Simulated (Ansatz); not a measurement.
An Ansatz (an electronic-structure program) run. Input:

Ansatz 0.2 input:
```yaml
crystal:
  lattice:
    - [0.0, 4.9271842545, 4.9271842545]
    - [4.9271842545, 0.0, 4.9271842545]
    - [4.9271842545, 4.9271842545, 0.0]
  atoms:
    - { symbol: Cu, position: [0.25, 0.25, 0.25] }
    - { symbol: Cu, position: [0.0, 0.0, 0.0] }
    - { symbol: Ir, position: [0.625, 0.625, 0.125] }
    - { symbol: Ir, position: [0.625, 0.125, 0.625] }
    - { symbol: Ir, position: [0.625, 0.625, 0.625] }
    - { symbol: Ir, position: [0.125, 0.625, 0.625] }
    - { symbol: S, position: [0.3848680797, 0.8453957609, 0.3848680797] }
    - { symbol: S, position: [0.8651319203, 0.8651319203, 0.8651319203] }
    - { symbol: S, position: [0.8453957609, 0.3848680797, 0.3848680797] }
    - { symbol: S, position: [0.8651319203, 0.8651319203, 0.4046042391] }
    - { symbol: S, position: [0.3848680797, 0.3848680797, 0.8453957609] }
    - { symbol: S, position: [0.4046042391, 0.8651319203, 0.8651319203] }
    - { symbol: S, position: [0.3848680797, 0.3848680797, 0.3848680797] }
    - { symbol: S, position: [0.8651319203, 0.4046042391, 0.8651319203] }
kpoints:
  mp_grid: { grid: [11, 11, 11] }
hamiltonian:
  xc: r2scan
  pseudopotentials: { kind: paw }
scf:
  occupations: { method: fermi_dirac, width: 0.1 }
elastic: { mode: relaxed_ion, stencil: two_point, amplitude: 0.005, f_tol: 0.0005 }
```

Output (shortened):

```
Pseudopotentials: kind: paw
Pseudopotential: Cu, paw, valence charge 19
Pseudopotential: Ir, paw, valence charge 17
Pseudopotential: S, paw, valence charge 6
Functional definition: r2SCAN
Crystal: 14 atoms, lattice volume = 239.236 Å³
Basis set: ecut = 500 eV, 5985 PW (Γ), exchange–correlation on 216×216×216 points (64 copies of the dense FFT grid, shifted against one another)
Bands: 93, of which v1, the nominal top of the filled ones, is band 77 counted from 1 (76 counted from 0)
Symmetry: 48 space group operations
Space group: Fd-3m (ITA 227), of the structure as read, at distance tolerance 6.2e-5 Å
k-points: 56 of 1331
PAW frozen core: Cu, regenerated for the run's functional
PAW frozen core: Ir, regenerated for the run's functional
PAW frozen core: S, regenerated for the run's functional
Initial wavefunctions: pseudopotential atomic-orbital guess
Eigensolver: davidson
Functional: x = r2scan, c = r2scan; τ floored in thin density (d = 2e-4 eV/Å³)
all-band conjugate gradients solve this SCF's bands
SCF 1 converged in 13 iterations: F = -68310.952675 eV  dr2 = 1.60e-15
relax step   1: F+E_penalty+E_count = -68310.95267537 eV  Δ(F+E_penalty+E_count) = +0.000e0 eV  max|allowed force component| = 3.343e-3 eV/Å  Δτ_max = 0.0000 Å  (13 SCF iters, accepted)
Crystal: 14 atoms, lattice volume = 239.236 Å³
Initial density: handed on by an earlier stage of this run
Initial wavefunctions: pseudopotential atomic-orbital guess (no wavefunctions were taken with the density)
SCF 2 converged in 10 iterations: F = -68310.952682 eV  dr2 = 9.03e-14
relax step   2: F+E_penalty+E_count = -68310.95268201 eV  Δ(F+E_penalty+E_count) = -6.643e-6 eV  max|allowed force component| = 6.784e-4 eV/Å  Δτ_max = 0.0002 Å  (10 SCF iters, accepted)
density extrapolation: transplant  |δρ|_rms = 5.703e-2 e/Å³  SAD shift = 2.814e-5 e/Å³
Crystal: 14 atoms, lattice volume = 239.236 Å³
Initial wavefunctions: those handed on with the density
SCF 3 converged in 8 iterations: F = -68310.952682 eV  dr2 = 2.07e-14
relax step   3: F+E_penalty+E_count = -68310.95268230 eV  Δ(F+E_penalty+E_count) = -2.854e-7 eV  max|allowed force component| = 4.986e-8 eV/Å  Δτ_max = 0.0001 Å  (8 SCF iters, accepted)
Crystal: 14 atoms, lattice volume = 239.236 Å³
SCF 4 converged in 10 iterations: F = -68310.952682 eV  dr2 = 2.92e-15
Crystal: 14 atoms, lattice volume = 239.236 Å³
SCF 5 converged in 2 iterations: F = -68310.952682 eV  dr2 = 1.48e-15
Crystal: 14 atoms, lattice volume = 238.040 Å³
Symmetry: 16 space group operations
k-points: 126 of 1331
SCF 6 converged in 14 iterations: F = -68310.944809 eV  dr2 = 7.34e-15
relax step   1: F+E_penalty+E_count = -68310.94480875 eV  Δ(F+E_penalty+E_count) = +0.000e0 eV  max|allowed force component| = 9.845e-2 eV/Å  Δτ_max = 0.0000 Å  (14 SCF iters, accepted)
density extrapolation: transplant  |δρ|_rms = 5.714e-2 e/Å³  SAD shift = 3.275e-3 e/Å³
Crystal: 14 atoms, lattice volume = 238.040 Å³
SCF 7 converged in 11 iterations: F = -68310.947868 eV  dr2 = 5.56e-14
relax step   2: F+E_penalty+E_count = -68310.94786841 eV  Δ(F+E_penalty+E_count) = -3.060e-3 eV  max|allowed force component| = 8.496e-3 eV/Å  Δτ_max = 0.0072 Å  (11 SCF iters, accepted)
density extrapolation: transplant  |δρ|_rms = 5.718e-2 e/Å³  SAD shift = 5.149e-4 e/Å³
Crystal: 14 atoms, lattice volume = 238.040 Å³
SCF 8 converged in 10 iterations: F = -68310.947924 eV  dr2 = 7.84e-15
relax step   3: F+E_penalty+E_count = -68310.94792358 eV  Δ(F+E_penalty+E_count) = -5.517e-5 eV  max|allowed force component| = 1.787e-4 eV/Å  Δτ_max = 0.0011 Å  (10 SCF iters, accepted)
Crystal: 14 atoms, lattice volume = 238.040 Å³
SCF 9 converged in 2 iterations: F = -68310.947924 eV  dr2 = 2.00e-15
Crystal: 14 atoms, lattice volume = 240.432 Å³
Basis set: ecut = 500 eV, 6107 PW (Γ), exchange–correlation on 216×216×216 points (64 copies of the dense FFT grid, shifted against one another)
SCF 10 converged in 14 iterations: F = -68310.947438 eV  dr2 = 4.96e-14
relax step   1: F+E_penalty+E_count = -68310.94743802 eV  Δ(F+E_penalty+E_count) = +0.000e0 eV  max|allowed force component| = 9.188e-2 eV/Å  Δτ_max = 0.0000 Å  (14 SCF iters, accepted)
density extrapolation: transplant  |δρ|_rms = 5.691e-2 e/Å³  SAD shift = 3.514e-3 e/Å³
Crystal: 14 atoms, lattice volume = 240.432 Å³
SCF 11 converged in 11 iterations: F = -68310.950343 eV  dr2 = 4.41e-14
relax step   2: F+E_penalty+E_count = -68310.95034274 eV  Δ(F+E_penalty+E_count) = -2.905e-3 eV  max|allowed force component| = 4.698e-3 eV/Å  Δτ_max = 0.0077 Å  (11 SCF iters, accepted)
density extrapolation: transplant  |δρ|_rms = 5.688e-2 e/Å³  SAD shift = 1.729e-4 e/Å³
Crystal: 14 atoms, lattice volume = 240.432 Å³
SCF 12 converged in 9 iterations: F = -68310.950350 eV  dr2 = 2.85e-14
relax step   3: F+E_penalty+E_count = -68310.95034958 eV  Δ(F+E_penalty+E_count) = -6.839e-6 eV  max|allowed force component| = 6.666e-5 eV/Å  Δτ_max = 0.0004 Å  (9 SCF iters, accepted)
Crystal: 14 atoms, lattice volume = 240.432 Å³
SCF 13 converged in 2 iterations: F = -68310.950350 eV  dr2 = 7.45e-14
Crystal: 14 atoms, lattice volume = 239.234 Å³
Basis set: ecut = 500 eV, 6037 PW (Γ), exchange–correlation on 216×216×216 points (64 copies of the dense FFT grid, shifted against one another)
Symmetry: 8 space group operations
k-points: 216 of 1331
SCF 14 converged in 14 iterations: F = -68310.951612 eV  dr2 = 2.40e-14
relax step   1: F+E_penalty+E_count = -68310.95161186 eV  Δ(F+E_penalty+E_count) = +0.000e0 eV  max|allowed force component| = 1.896e-2 eV/Å  Δτ_max = 0.0000 Å  (14 SCF iters, accepted)
density extrapolation: transplant  |δρ|_rms = 5.703e-2 e/Å³  SAD shift = 6.711e-3 e/Å³
Crystal: 14 atoms, lattice volume = 239.234 Å³
SCF 15 converged in 12 iterations: F = -68310.951668 eV  dr2 = 2.01e-14
relax step   2: F+E_penalty+E_count = -68310.95166789 eV  Δ(F+E_penalty+E_count) = -5.603e-5 eV  max|allowed force component| = 1.403e-2 eV/Å  Δτ_max = 0.0014 Å  (12 SCF iters, accepted)
density extrapolation: transplant  |δρ|_rms = 5.703e-2 e/Å³  SAD shift = 9.684e-3 e/Å³
Crystal: 14 atoms, lattice volume = 239.234 Å³
SCF 16 converged in 12 iterations: F = -68310.951704 eV  dr2 = 9.54e-15
relax step   3: F+E_penalty+E_count = -68310.95170410 eV  Δ(F+E_penalty+E_count) = -3.621e-5 eV  max|allowed force component| = 5.422e-3 eV/Å  Δτ_max = 0.0020 Å  (12 SCF iters, accepted)
density extrapolation: transplant  |δρ|_rms = 5.703e-2 e/Å³  SAD shift = 5.593e-3 e/Å³
Crystal: 14 atoms, lattice volume = 239.234 Å³
SCF 17 converged in 10 iterations: F = -68310.951712 eV  dr2 = 6.18e-14
relax step   4: F+E_penalty+E_count = -68310.95171160 eV  Δ(F+E_penalty+E_count) = -7.496e-6 eV  max|allowed force component| = 1.665e-4 eV/Å  Δτ_max = 0.0011 Å  (10 SCF iters, accepted)
Crystal: 14 atoms, lattice volume = 239.234 Å³
SCF 18 converged in 2 iterations: F = -68310.951712 eV  dr2 = 1.51e-14
Crystal: 14 atoms, lattice volume = 239.234 Å³
SCF 19 converged in 14 iterations: F = -68310.951612 eV  dr2 = 2.19e-14
relax step   1: F+E_penalty+E_count = -68310.95161186 eV  Δ(F+E_penalty+E_count) = +0.000e0 eV  max|allowed force component| = 1.896e-2 eV/Å  Δτ_max = 0.0000 Å  (14 SCF iters, accepted)
density extrapolation: transplant  |δρ|_rms = 5.703e-2 e/Å³  SAD shift = 2.158e-2 e/Å³
Crystal: 14 atoms, lattice volume = 239.234 Å³
SCF 20 converged in 12 iterations: F = -68310.951712 eV  dr2 = 9.45e-15
relax step   2: F+E_penalty+E_count = -68310.95171153 eV  Δ(F+E_penalty+E_count) = -9.967e-5 eV  max|allowed force component| = 3.759e-4 eV/Å  Δτ_max = 0.0044 Å  (12 SCF iters, accepted)
Crystal: 14 atoms, lattice volume = 239.234 Å³
SCF 21 converged in 2 iterations: F = -68310.951712 eV  dr2 = 2.44e-15
SCF converged after 2 iterations
Stability not checked: this state was not tested for a lower state beside it, because too few of the mixer's solves of this state at the end of the SCF gave a …
Free energy (F): -68310.952682 eV
Harris-Foulkes:  -68310.952682 eV  (|F-HF|=0.00e0)
Internal energy: -68310.701972 eV  (E = F + TS)
E sigma→0 (E₀):  -68310.827327 eV
Entropy (-TS):   -0.250710 eV (-17.908 meV/atom)
Fermi energy:    11.462501 eV
--- Per-component energies (eV) ---
  E_band       = -2054.739883
  E_kinetic    = 3958.233801
  E_local      = -19664.052085  (includes V_loc(G=0)·N_el)
  E_nonlocal   = 1321.007143
  E_hartree    = 8264.297332
  E_xc         = -1923.244880
  E_vxc        = -2338.392991  (∫ρ·V_xc dr)
  E_paw        = -45238.874679  (= ΣΔE_a)
  E_vpaw       = -1995.343945  (= ΣTr[D̂ρ^β])
  E_aug_tail   = 0.000242  (compensation charges beyond the density's cutoff)
  E_vtau       = 135.213284  (kinetic-family band-sum trace: ∫τ·v_τ [+ j·A + Jᵃ·Aᵃ] dr)
  E_ewald      = -15025.320921
  E_core_change = -2.747924  (= ΣΔE_core)
  E_smearing   = -0.250710  (= −TS)
  E_closure    = 0.000000  (closes the sum)
  Σ components = -68310.952682   (vs F -68310.952682, Δ=0.00e0)
--- Forces (eV/Å), atoms counted from 1 ---
  atom   1  Cu     0.00000000     0.00000000     0.00000000
  atom   2  Cu     0.00000000     0.00000000     0.00000000
  atom   3  Ir     0.00000000     0.00000000     0.00000000
  atom   4  Ir     0.00000000     0.00000000     0.00000000
  atom   5  Ir     0.00000000     0.00000000     0.00000000
  atom   6  Ir     0.00000000     0.00000000     0.00000000
  atom   7  S     -0.00000003     0.00000003    -0.00000003
  atom   8  S     -0.00000003    -0.00000003    -0.00000003
  atom   9  S      0.00000003    -0.00000003    -0.00000003
  atom  10  S      0.00000003     0.00000003    -0.00000003
  atom  11  S     -0.00000003    -0.00000003     0.00000003
  atom  12  S     -0.00000003     0.00000003     0.00000003
  atom  13  S      0.00000003     0.00000003     0.00000003
  atom  14  S      0.00000003    -0.00000003     0.00000003
  max |Σ_I F_I| component: 9.31e-18 eV/Å
--- Stress (GPa, compression-positive) ---
        0.159715       0.000000       0.000000
        0.000000       0.159715       0.000000
        0.000000       0.000000       0.159715
  P = ⅓ Tr σ = 0.1597 GPa (1.597 kbar)
  The stress holds the Pulay correction. Without it, at fixed plane waves, as pw.x and ABINIT print it: P = 0.1012 GPa
  The stress includes an estimate of the error left by incomplete SCF convergence (largest component 0.0000 GPa).
--- Band table (eV; the first three rows and the last of 56) ---
  k-point 0: bands = ["-104.4720", "-104.4720", "-82.5515", "-82.5503", "-82.5503", "-82.5503", "-60.3055", "-60.3055", "-60.3055", "-60.3055", "-60.3055", "-60.3055", "-38.8773", "-38.8773", "-38.8773", "-38.8736", "-38.8736", "-38.8598", "-38.8579", …
  k-point 1: bands = ["-104.4720", "-104.4720", "-82.5515", "-82.5503", "-82.5503", "-82.5503", "-60.3055", "-60.3055", "-60.3055", "-60.3055", "-60.3055", "-60.3055", "-38.8772", "-38.8771", "-38.8771", "-38.8735", "-38.8735", "-38.8591", "-38.8583", …
  k-point 2: bands = ["-104.4720", "-104.4720", "-82.5514", "-82.5504", "-82.5503", "-82.5503", "-60.3055", "-60.3055", "-60.3055", "-60.3055", "-60.3055", "-60.3055", "-38.8769", "-38.8764", "-38.8764", "-38.8730", "-38.8730", "-38.8592", "-38.8592", …
  k-point 55: bands = ["-104.4720", "-104.4720", "-82.5509", "-82.5508", "-82.5503", "-82.5503", "-60.3055", "-60.3055", "-60.3055", "-60.3055", "-60.3055", "-60.3055", "-38.8744", "-38.8741", "-38.8715", "-38.8705", "-38.8674", "-38.8660", "-38.8629", …
  band table: 93 of 93 bands, residual norms ≤ 1.0e-3 eV
--- Elastic constants: 2 strain directions × 2 members + reference (group order 48) ---
  dense FFT box of the reference and of every strained cell: 54×54×54
  strains applied: 11, 23; error gains: componentwise 1.00 (the most a stress slope's error grows in a printed constant), spectral 1.73 (1 for all six strains …
  reference relaxed by the batch: 3 steps …
  largest displacement 3.0e-4 Å; the constants are those of the deck's cell at these positions:
  atoms:
    - { symbol: Cu, position: [0.25, 0.25, 0.25] }
    - { symbol: Cu, position: [0.0, 0.0, 0.0] }
    - { symbol: Ir, position: [0.625, 0.625, 0.12499999999999989] }
    - { symbol: Ir, position: [0.625, 0.12499999999999989, 0.625] }
    - { symbol: Ir, position: [0.625, 0.625, 0.625] }
    - { symbol: Ir, position: [0.12499999999999989, 0.625, 0.625] }
    - { symbol: S, position: [0.38488560610085304, 0.8453431816974408, 0.3848856061008531] }
    - { symbol: S, position: [0.8651143938991469, 0.8651143938991469, 0.8651143938991469] }
    - { symbol: S, position: [0.8453431816974408, 0.38488560610085304, 0.3848856061008531] }
    - { symbol: S, position: [0.8651143938991469, 0.8651143938991469, 0.40465681830255906] }
    - { symbol: S, position: [0.38488560610085304, 0.38488560610085304, 0.8453431816974408] }
    - { symbol: S, position: [0.40465681830255906, 0.8651143938991469, 0.865114393899147] }
    - { symbol: S, position: [0.38488560610085304, 0.38488560610085304, 0.38488560610085304] }
    - { symbol: S, position: [0.8651143938991469, 0.40465681830255906, 0.865114393899147] }
  C = ∂σ_k/∂η_j (tension-positive GPa; Voigt order 11 22 33 23 13 12):
       189.655     91.436     91.436      0.000      0.000      0.000
        91.436    189.655     91.436      0.000      0.000      0.000
        91.436     91.436    189.655      0.000      0.000      0.000
         0.000      0.000      0.000     51.573      0.000      0.000
         0.000      0.000      0.000      0.000     51.573      0.000
         0.000      0.000      0.000      0.000      0.000     51.573
  reference stress σ⁰ (GPa):     -0.160     -0.160     -0.160      0.000      0.000      0.000
  moduli (Voigt/Reuss/Hill, GPa): K = 124.18/124.18/124.18   G = 50.59/50.56/50.57   E = 133.58   ν = 0.321
  mechanically stable: yes (min eigenvalue of sym C = 51.57 GPa)
  strain η (Voigt 11):  stress-route row diagonal C_11 = 189.66 GPa, energy-path curvature d²(F+E_count+ΔE)/dδ²/Ω₀ = 189.66 GPa
         δ    σ_11 (GPa)             F (eV)   n_scf  n_hpsi   n_pw
    -5.000e-3      -1.1165      -68310.9479236       2   88612   6066   relax 3 steps, max|allowed force component| 1.79e-4 eV/Å
     5.000e-3       0.7801      -68310.9503496       2   88742   6134   relax 3 steps, max|allowed force component| 6.67e-5 eV/Å
  strain η (Voigt 23):  stress-route row diagonal C_44 = 51.57 GPa, energy-path curvature d²(F+E_count+ΔE)/dδ²/Ω₀ = 51.66 GPa
         δ    σ_23 (GPa)             F (eV)   n_scf  n_hpsi   n_pw
    -5.000e-3      -0.2579      -68310.9517116       2  151198   6095   relax 4 steps, max|allowed force component| 1.66e-4 eV/Å
     5.000e-3       0.2579      -68310.9517115       2  151119   6095   relax 2 steps, max|allowed force component| 3.76e-4 eV/Å
```

Cost: around 120 core-minutes (rough) on shared cores.

The first step of the workflow began from a Materials Project structure, measured or hypothetical; the Crystallography Open Database files this formula in space group No. 227, but the cells were not matched. Its standing as an ambient phase is unchecked. The r²SCAN relaxation kept the symmetry of its start; whether a distortion lowers the energy is not shown. The run is not spin-polarised. As this level gives no gap, shear constants depend on the k-mesh and smearing (Fermi–Dirac, 0.1 eV here). Spin–orbit coupling is left out wherever it is not named.

Potentials: the later of the program's two PAW sets.

Ansatz is a plane-wave DFT program.
